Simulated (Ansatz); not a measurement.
**TiAl: a fit and a missing row**

TiAl, Pm-3m, a = 3.156 Å. The structure is a COD entry; whether it is the stable form wasn't checked. Ansatz: PBEsol, PAW, 420 eV, Γ-centred 14×14×14 mesh on 2 atoms, Gaussian smearing 0.10 eV; no spin polarisation. Symmetry fixes shape and atoms, so the cell is only scaled; pressure is positive in compression.

| V (Å³/atom) | P (GPa) |
| --- | --- |
| 13.835 | 19.43 |
| 14.307 | 13.42 |
| 14.779 | 8.26 |
| 15.250 | 3.81 |
| 15.722 | -0.03 |
| 16.193 | -3.33 |
| 16.665 | ? |
| 17.294 | -9.36 |

Task: Take V0 = 15.722 Å³/atom, count pressures from its P0 = -0.03 GPa, fit the third-order Birch–Murnaghan form to the other rows, and predict the missing pressure.

Result: With the Eulerian strain f = ½[(V0/V)^(2/3) − 1] and y = (P − P0)/[3f(1 + 2f)^(5/2)], the form is the line y = B0 + 1.5 B0 (B0′ − 4) f. Rows (f, y): 0.04449, 117.8; 0.03245, 118.1; 0.02105, 118.4; 0.01026, 118.6; -0.00974, 118.6; -0.03078, 118.4. Means f = 0.01129, y = 118.32; Σ(Δf)² = 0.003858, ΣΔfΔy = -0.03068; the slope is their ratio. y = 118.4 − 7.952 f GPa, so B0 = 118.4 GPa and B0′ = 4 + 2 × (-7.952)/(3 × 118.4) = 3.96. At V = 16.665, f = -0.01904, y = 118.55 and P = -6.18 GPa. The run gave -6.18 GPa, the same to the digits shown.